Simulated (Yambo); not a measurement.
A BSE run in Yambo for MgPdF6 (space group R-3, No. 148) (PBEsol bands; 4×4×4 mesh, 21 valence and 3 conduction bands, static screening with 69 bands and a 3 Ry block, scissor 3.19 eV, Tamm-Dancoff; field along x) gives:

| state | energy (eV) | states within 2 meV | relative strength | class |
|---|---|---|---|---|
| 1 | 1.68 | 2 | < 0.01 | dark |
| 2 | 1.78 | 1 | < 0.01 | dark |
| 3 | 2.47 | 1 | < 0.01 | dark |
| 4 | 2.51 | 2 | < 0.01 | dark |
| 5 | 3.74 | 1 | < 0.01 | dark |

Axes are Cartesian, with cell vectors (Å) (2.47, 1.42, 4.51), (-2.47, 1.42, 4.51), (0.00, -2.85, 4.51).

Task: What changes when the window shrinks to 19 valence and 2 conduction bands?

Result: The lowest state goes from 1.677 eV to 1.682 eV, and its distance below the direct gap from 3.399 eV to 3.395 eV. These are vertical excitations (zero momentum). The scissor comes from a G0W0 run whose convergence isn't established.

Spin-orbit coupling is not included.

Geometry of the Materials Project entry, not relaxed at this level; primitive cell a = b = c = 5.333 Å, α = β = γ = 55.07°.
